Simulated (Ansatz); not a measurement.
## PbO2 (fluorite structure)

The computed numbers are results of PBEsol, scalar-relativistic (no spin polarisation) in the plane-wave PAW code Ansatz at 420 eV, 10×10×10 k-mesh, Gaussian smearing of 0.05 eV. The datasets are Ansatz's generated set soft_2.

```
Pb O
1.0
     0.00000    2.66480    2.66480
     2.66480    0.00000    2.66480
     2.66480    2.66480    0.00000
Pb O
1 2
Direct
  0.00000 0.00000 0.00000
  0.25000 0.25000 0.25000
  0.75000 0.75000 0.75000
```

The start was a prototype's sites filled with these elements. The Crystallography Open Database lists the compound in space groups Pbcn, P42/mnm, so this is a trial structure.

The cell has space group Fm-3m (read at 0.01 Å). In it the stress is -0.02, -0.02, -0.02, 0.00, 0.00, 0.00 GPa and the largest force component 0.000 eV/Å. Each change below starts from this cell, without further relaxation. Stress is in GPa, positive in compression, in the order xx, yy, zz, yz, xz, xy; energies are counted from the cell above and are free energies with the smearing's entropy, which match forces and stress in a metal.

Task: What happens when atom 3 (O) is moved by 0.02 Å along y?

Result: The energy changes by 1.4 meV per cell, and the force on it along the shift is -0.145 eV/Å (−F/u = 7.25 eV/Å²). Stress: -0.01, 0.02, -0.01, 0.00, 0.18, 0.00.
```tsv
atom	Fx (eV/Å)	Fy	Fz
Pb1	0.000	0.071	0.000
O2	0.000	0.074	0.000
O3	0.000	-0.145	0.000
```
In a harmonic crystal the energy would rise by −½F·u = ½ × 7.25 × 0.02² eV = 1.5 meV, which matches.

Task: What stress follows from an engineering strain of 2 % in xz, atoms carried along?

Result: 0.05, 0.04, 0.05, 0.00, -0.19, 0.00 GPa; the energy changes by 0.5 meV per cell.
```
atom  Fx (eV/Å)      Fy     Fz
 Pb1      0.000   0.000  0.000
  O2      0.000  -0.043  0.000
  O3      0.000   0.043  0.000
```
The change of the stress over the strain gives a clamped-atom stiffness of about 9.4 GPa for this component.

These numbers lack spin–orbit coupling. Compounds of this kind are often insulators, so the metal found may come from the functional, which lacks a U or exact exchange, or from the structure.
